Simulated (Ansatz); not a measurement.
BiTe (WC-type structure)

Level of theory: DFT, PBE, scalar-relativistic, no spin polarisation; plane waves to 420 eV with PAW datasets (Ansatz 0.2.0), 10×10×8 k-mesh, Gaussian smearing of 0.05 eV; PAW files: Ansatz's generated set soft_2.

```yaml
crystal:
  lattice:
    - [4.14976, 0.00000, 0.00000]
    - [-2.07488, 3.59380, 0.00000]
    - [0.00000, 0.00000, 4.44051]
  atoms:
    - { symbol: Bi, position: [0.00000, 0.00000, 0.00000] }
    - { symbol: Te, position: [0.66667, 0.33333, 0.50000] }
```

This is a trial structure; measured cells of the compound in the Crystallography Open Database are in space groups P-3m1, Fm-3m (rock salt).

The cell above was scaled in volume, and shape and atoms were relaxed at each volume within its symmetry. Energies are counted from the cell above.

```
V (Å³/atom)  ΔE (meV/atom)  P (GPa)
      31.29           14.7      2.7
      31.79            7.7      1.9
      32.45            1.9      0.9
      33.11            0.0      0.0
      33.77            1.7     -0.8
      34.44            6.6     -1.5
      35.43           19.2     -2.5
      36.42           37.1     -3.2
```

Question: What do the points give for the equilibrium volume, the bulk modulus and its pressure derivative (third-order Birch–Murnaghan)?

Answer: V0 = 33.11 Å³/atom, B0 = 43 GPa, B0′ = 4.4.

B0·V0 = 42.6 GPa × 33.11 Å³ = 8.80 eV/atom sets the scale: near the minimum ΔE ≈ ½ B0 V0 x², with x = V/V0 − 1, and a pressure of 0.4 GPa squeezes the volume by about 1 %. At the ends of the curve: x = −5.5 % predicts 13.3 meV/atom and the run gives 14.7; x = +10.0 % predicts 44.0 meV/atom and the run gives 37.1. The lopsidedness is anharmonic: atoms resist being pushed together more than being pulled apart.

No spin–orbit coupling, a notable omission for heavy elements. The cell is a metal with an odd number of electrons, and spin polarisation wasn't tried.
